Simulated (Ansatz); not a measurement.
Equation of state of In from a dense series

```yaml
crystal:
  lattice:
    - [1.66964, 0.96397, 8.20746]
    - [-1.66964, 0.96397, 8.20746]
    - [0.00000, -1.92793, 8.20746]
  atoms:
    - { symbol: In, position: [0.00000, 0.00000, 0.00000] }
    - { symbol: In, position: [0.77801, 0.77801, 0.77801] }
    - { symbol: In, position: [0.22199, 0.22199, 0.22199] }
```

Atoms are numbered in the order listed.

The conventional cell has a = 3.339 Å, b = 3.339 Å, c = 24.622 Å, α = 90.00°, β = 90.00°, γ = 120.00°. Around In (atom 1) lie 12 In at 3.34 to 3.35 Å. In (atom 2) is surrounded by 12 In at 3.34 to 3.35 Å.

The cell is the one relaxed in the Materials Project (mp-1184502), not relaxed further here; entries there can be hypothetical.

Spin–orbit coupling is left out, though it moves levels of the heavy atoms by tenths of an eV or more.

Theory: DFT, PBEsol, all-electron LAPW, scalar-relativistic (Ansatz 0.2.0).

Settings: a Γ-centred 14×14×14 k mesh, Fermi–Dirac smearing of 0.05 eV, basis error target 0.5 meV/atom, no spin polarisation.

The cell is scaled evenly. Fractional coordinates are held (clamped ions).

| V (Å³/atom) | P (GPa) |
| --- | --- |
| 24.834 | 1.54 |
| 25.363 | 0.51 |
| 25.891 | -0.40 |
| 26.155 | -0.81 |
| 26.419 | -1.20 |
| 26.684 | -1.56 |
| 26.948 | -1.91 |
| 28.005 | -3.08 |

(1) Fit a third-order Birch–Murnaghan curve to the pressures.

(2) Predict the pressure at the withheld volume, 27.476 Å³/atom.

## Answers

(1) P = (3B0/2)(y^(7/2) − y^(5/2))[1 + (3/4)(B0′ − 4)(y − 1)] with y = (V0/V)^(2/3) fits within 0.01 GPa for V0 = 25.651 Å³/atom, B0 = 43.8 GPa and B0′ = 5.07.

(2) There y = 0.9552, so the fit gives -2.53 GPa; the run gave -2.53 GPa.
